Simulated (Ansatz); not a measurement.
Ta$_{5}$As$_{4}$:
Space group I4/m (No. 87); a = b = 9.717 Å, c = 3.367 Å, α = β = γ = 90.00°

```json
[
 {"atom": "Ta", "site": "2a", "symmetry": "4/m..", "x": "0.0000", "y": "0.0000", "z": "0.0000"},
 {"atom": "As", "site": "8h", "symmetry": "m..", "x": "0.0518", "y": "0.2864", "z": "0.0000"},
 {"atom": "Ta", "site": "8h", "symmetry": "m..", "x": "0.3057", "y": "0.3683", "z": "0.0000"}
]
```
(The calculation used a cell of 9 atoms; values per cell refer to that cell.)

Relaxed at zero pressure with DFT-LDA in the program Ansatz with PAW potentials.

**Question.** The volume is raised by 6 % and shape and atoms relax at that volume. What pressure results, and how do the axes share the change?

**Answer.** -7.2 GPa; a 1.7 %, b 1.7 %, c 2.4 %; the energy rises by 25 meV/atom.

**Question.** Give the new structure.

**Answer.** 
Space group I4/m (No. 87); a = b = 9.886 Å, c = 3.448 Å, α = β = γ = 90.00°

```json
[
 {"atom": "Ta", "site": "2a", "symmetry": "4/m..", "x": "0.0000", "y": "0.0000", "z": "0.0000"},
 {"atom": "As", "site": "8h", "symmetry": "m..", "x": "0.0546", "y": "0.2800", "z": "0.0000"},
 {"atom": "Ta", "site": "8h", "symmetry": "m..", "x": "0.3058", "y": "0.3702", "z": "0.0000"}
]
```

The phase is kept; no other phase was compared at this pressure.

The workflow started from an entry of the Crystallography Open Database (COD). Its standing as an ambient phase is unchecked. The LDA relaxation kept the symmetry of its start; whether a distortion lowers the energy is not shown. No spin polarisation was allowed. Spin–orbit coupling is left out wherever it is not named.

Potentials: the later of the program's two PAW sets.
